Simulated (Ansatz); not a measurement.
An Ansatz (a quantum-chemistry and plane-wave program) input:

Ansatz 0.2 input:
```yaml
crystal:
  lattice:
    - [3.060838662, 0.0, 0.0]
    - [0.0, 3.060838662, 0.0]
    - [0.0, 0.0, 3.060838662]
  atoms:
    - { symbol: Sb, position: [0.0, 0.0, 0.0] }
kpoints:
  mp_grid: { grid: [10, 10, 10] }
  band_path:
    path:
      - [[0.0, 0.0, 0.0], [0.0, 0.5, 0.0], [0.5, 0.5, 0.0], [0.0, 0.0, 0.0], [0.5, 0.5, 0.5], [0.0, 0.5, 0.0]]  # Γ-X-M-Γ-R-X
      - [[0.5, 0.5, 0.5], [0.5, 0.5, 0.0]]  # R-M
    npoints: 12
basis: { xc_grid: 2 }
hamiltonian:
  xc: pbesol
  pseudopotentials: { azcp: { folder: ./paw }, kind: paw_fr }
magnetization: { noncollinear: true, spin_orbit: true }
scf:
  n_extra_bands: 13
  convergence: { dr2_threshold: 0.0000000001 }
  occupations: { method: gaussian, width: 0.05 }
output: { eigenvalues: true }
```

### Question
How many symmetry operations and irreducible k-points will the run report?

### Answer
48 operations, 56 of 1000 k-points.

### Question
With a cutoff of 420 eV, how many plane waves at Γ?

### Answer
587.

It took about 7 core-seconds (a rough figure) on shared server cores.

Space group Pm-3m (simple cubic). The workflow started from a Materials Project entry (that database holds measured and hypothetical structures alike); the Crystallography Open Database files this formula in space group No. 221, but the cells were not matched. It is not the phase usual at ambient conditions (space group No. 166). The cell was relaxed with PBEsol under the symmetry of its start; its stability against distortions is not shown here.

Potentials: the earlier of the program's two PAW sets.

Ansatz is a plane-wave DFT program.
